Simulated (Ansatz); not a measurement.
Relaxed TiC (rock salt):

```
TiC
1.0
    0.00000     4.32781     4.32781
    2.16390     2.16390     4.32781
    2.16390     2.16390     0.00000
C Ti
2 2
Direct
  0.00000   0.00000   0.00000
  0.50000   0.00000   0.00000
  0.00000   0.50000   0.50000
  0.50000   0.50000   0.50000
```

A phonon eigenvector at X = (0.5, 0.5, 0.0) is frozen into this cell: atom i moves by Q times the vector below, so Q is the largest atomic displacement, in Å. The cell is held. (q is in reciprocal vectors of the primitive cell; the cell shown is doubled to hold the pattern.)

| atom | x | y | z |
|---|---|---|---|
| C1 | 0.000 | 0.000 | -0.090 |
| C2 | 0.000 | 0.000 | 0.090 |
| Ti3 | 0.000 | 0.000 | 1.000 |
| Ti4 | 0.000 | 0.000 | -1.000 |

Computed with r2SCAN (plane waves to 500 eV, PAW, scalar-relativistic; Ansatz, a quantum-chemistry and plane-wave program). k mesh 18×18×18 (Γ-centred), Fermi-Dirac smearing 0.05 eV. Energies are smeared free energies. With partly filled bands, energies and forces of such displacements shift with the k mesh and the smearing. TiC is run without spin polarisation. TiC was relaxed with its symmetry unable to fall. The zero of ΔE is the undisplaced structure. The last digit holds for this mesh only.

```tsv
Q (Å)	ΔE (meV/cell)
-0.2800	1978.8
-0.2333	1333.6
-0.1867	withheld
-0.1400	460.8
-0.0933	202.4
-0.0467	50.2
0.0000	0.0
0.0467	50.2
0.0933	202.4
0.1400	460.8
0.1867	withheld
0.2333	1333.6
0.2800	1978.8
```

Problem. Fit an even polynomial form (powers 2, 4, 6) to the given rows and predict ΔE at Q = -0.1867.

Solution. Least squares on the 11 given rows: ΔE = (23010)·Q² + (25120)·Q⁴ + (42870)·Q⁶, in meV/cell with Q in Å; root-mean-square residual 0.16 meV/cell. At -0.1867 the fit gives 834.4 meV/cell; the calculation gives 833.7 meV/cell, so the interpolation is off by 0.7 (+0.1 %). The quadratic term alone would give 802.1 meV/cell.

(A displaced cell: forces are minus the slopes of the energy, force constants its curvatures, and phonons follow from these.)
